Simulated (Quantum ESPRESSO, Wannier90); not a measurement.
## Mg2Si (Fm-3m): Wannier90 run

```xyz
3
Lattice="0.0000 3.1698 3.1698 3.1698 0.0000 3.1698 3.1698 3.1698 0.0000" Properties=species:S:1:pos:R:3 pbc="T T T"
Mg     1.5849     1.5849     1.5849
Mg    -1.5849    -1.5849    -1.5849
Si     0.0000     0.0000     0.0000
```

Cell from Materials Project (mp-1367), symmetrised, no further relaxation. COD (Crystallography Open Database) has an entry of this formula and space group (matched by these alone). Level: PBEsol, no spin polarisation, no spin-orbit coupling; pw.x of Quantum ESPRESSO at 68 Ry with PseudoDojo potentials, 8×8×8 k-points, Wannier90. Density: 8×8×8 mesh, cold smearing 0.01 Ry. The gap is small at this level and was sampled on the meshes and a path alone.

Functional, cutoff and mesh named above are those of the base row (PBEsol); the first column says what each row takes instead. Model: 4 functions from bands 9-12, start SCDM (isolated) (the valence bands). Energies are relative to the valence-band maximum; the misfit is to pw.x on a path, for all bands of the set. The functional changes, each with its own PseudoDojo files and their cutoffs, on the same cell. Ω_total can sit in another minimum from row to row; Ω_I of an isolated set cannot.

```
functional  Ω_I (Å²)  Ω_total (Å²)  rms misfit (meV)  gap (eV)  bottom of band 9 (eV)
----------  --------  ------------  ----------------  --------  ---------------------
LDA            11.15         13.39                10      0.16                  -9.16
PBE            10.94         13.16               9.1      0.20                  -9.14
PBEsol         11.05         13.29               9.5      0.12                  -9.15
```
